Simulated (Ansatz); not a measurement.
BP:
```yaml
crystal:
  lattice:
    - [6.23416, 0.00000, 0.00000]
    - [0.00000, 3.21723, 0.00000]
    - [0.00000, 0.00000, 5.36337]
  atoms:
    - { symbol: B, position: [0.16261, 0.25000, 0.39969] }
    - { symbol: B, position: [0.33739, 0.75000, 0.89969] }
    - { symbol: B, position: [0.83739, 0.75000, 0.60031] }
    - { symbol: B, position: [0.66261, 0.25000, 0.10031] }
    - { symbol: P, position: [0.83851, 0.25000, 0.39236] }
    - { symbol: P, position: [0.66149, 0.75000, 0.89236] }
    - { symbol: P, position: [0.16149, 0.75000, 0.60764] }
    - { symbol: P, position: [0.33851, 0.25000, 0.10764] }
```

Relaxed with r²SCAN+D4.

Map the valence electron density (e/Å³), cut off at 0.6 on the plane through (0.163, 0.250, 0.400) spanned by u = [1, 0, 0] and v = [0, 0, 1] in lattice vectors, from plane-wave PAW r²SCAN+D4 (Ansatz code).

x is the fraction of u, y of v (the angle between them is 90°; rows are the nearest grid lines); atoms in the plane: B at (0.00, 0.00), B at (0.50, 0.70), P at (0.68, 0.99), P at (0.18, 0.71).
```
|36996421100001135895101799999963|
|69998532111111246997213999999986|
|99999754321112358999856999999999|
|99999999865545689999999976555679|
|89999999998777899999997643333458|
|69999768999999999999975322112246|
|58995115999999978999743211111235|
|47972004999999944898532100000124|
|36884225999999966896421000000113|
|24699999876567999974210000000012|
|13579997643345788753210000000001|
|12346665332223455542100000000001|
|01233433211112333321100000000000|
|01112221111111222211000000000000|
|00111111000001111111000000000000|
|11100000000000000000000000000001|
|11110000000000000011111000000111|
|22211000000000000112221111011122|
|33321000000000001123333221112233|
|55432100000000001245665432223455|
|87642100000000012368998654334678|
|99964210000000123699877999889999|
|68975311000000124786323899999986|
|36996421100001135895101799999963|
```
Scale: ten equal steps from 0.012 (start of '0') to 0.600 (end of '9'), in the order '0123456789'; x runs from 0.000 to 1.00, y from 0.000 (bottom) to 1.00 (top).

The density is the valence pseudo-density with augmentation charge, so density and ELF within about 1 Å of a nucleus are not all-electron values.

Space group Pnma. The start of the workflow was typed in or built on a structure type; neither database checked (COD, Materials Project) lists it. It is not the phase usual at ambient conditions (space group No. 216). The r²SCAN+D4 relaxation kept the symmetry of its start; whether a distortion lowers the energy is not shown. The volume moved by 25 % from the start of the relaxation.

Potentials: the later of the program's two PAW sets.
